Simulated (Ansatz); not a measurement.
**Energy and pressure of CoSn₃ against volume, without spin**

Computed with Ansatz, DFT PBEsol, scalar-relativistic, plane waves, PAW.

```
Sn Co
1.0
     4.39766    0.00000    0.00000
     0.00000    4.39766    0.00000
     0.00000    0.00000    4.39766
Sn Co
3 1
Direct
  0.00000 0.50000 0.50000
  0.50000 0.00000 0.50000
  0.50000 0.50000 0.00000
  0.00000 0.00000 0.00000
```

- plane-wave cutoff: 420 eV
- Γ-centred k-mesh: 10×10×10
- occupation rule: Gaussian smearing, 0.1 eV
- spin treatment: unpolarised

The cell is scaled evenly at fixed fractional positions, V₀ being the volume of the cell shown; start: no spin polarisation. Energies are extrapolated to zero smearing. A spin-polarised state can lie lower, at larger volumes above all.

| V/V₀ | E above lowest (meV/atom) | P (GPa) |
| --- | --- | --- |
| 0.800 | 257.5 | 26.3 |
| 0.860 | ? | ? |
| 0.920 | 21.0 | 6.0 |
| 0.960 | 0.9 | 1.9 |
| 1.000 | 0.0 | -1.3 |
| 1.040 | 14.3 | -3.9 |
| 1.100 | ? | ? |
| 1.180 | 143.2 | -9.2 |

(1) Fill in the withheld rows.

Answers

(1) The withheld rows:

```csv
V/V₀,E above lowest (meV/atom),P (GPa)
0.860,99.2,14.3
1.100,57.2,-6.7
```

Cost: 8 runs of about 1.1 core-minutes in all, on Intel Xeon Platinum 8375C (Ice Lake) (shared hosts).